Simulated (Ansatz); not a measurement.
GaSb:
```yaml
crystal:
  lattice:
    - [4.30550, 0.00000, 0.00000]
    - [-2.15275, 3.72867, 0.00000]
    - [0.00000, 0.00000, 7.09968]
  atoms:
    - { symbol: Ga, position: [0.66667, 0.33333, 0.50046] }
    - { symbol: Ga, position: [0.33333, 0.66667, 0.00046] }
    - { symbol: Sb, position: [0.66667, 0.33333, 0.87444] }
    - { symbol: Sb, position: [0.33333, 0.66667, 0.37444] }
```

Relaxed with PBEsol. Special points in fractions of this cell's reciprocal vectors: Γ (0.000, 0.000, 0.000); M (0.500, 0.000, 0.000); K (0.333, 0.333, 0.000); A (0.000, 0.000, 0.500); L (0.500, 0.000, 0.500); H (0.333, 0.333, 0.500).

List the band energies nearest the Fermi level at these points for plane-wave PAW PBEsol with spin–orbit coupling (Ansatz code).

In eV from the Fermi level; about four levels below and three above (degenerate sets whole), none deeper than 8.9 eV; points with the same levels are listed once.

```json
[
 {"k": "Γ", "below": "-0.13 -0.13 -0.02 -0.02", "above": "0.02 0.02 0.13 0.13"},
 {"k": "M", "below": "-2.53 -2.53 -1.37 -1.37", "above": "0.60 0.60 1.49 1.49"},
 {"k": "K", "below": "-3.15 -3.15 -3.02 -2.82 -2.82", "above": "1.52 1.52 3.40"},
 {"k": "A", "below": "-0.67 -0.67 -0.67 -0.67", "above": "0.64 0.64 0.64 0.64"},
 {"k": "L", "below": "-2.12 -2.12 -2.12 -2.12", "above": "0.56 0.56 0.56 0.56"},
 {"k": "H", "below": "-1.94 -1.94 -1.84 -1.84", "above": "1.18 1.18 1.25 1.25"}
]
```

Space group P6_3mc (wurtzite). The first step of the workflow began from a Materials Project structure, measured or hypothetical; the Crystallography Open Database copy checked does not list it. It is not the phase usual at ambient conditions (space group No. 216). Symmetry was held in the PBEsol relaxation; of distortions, only those at the zone centre were tested. The Fermi level of a semimetal is unsure by some 0.05 eV on such meshes.

Potentials: the later of the program's two PAW sets.
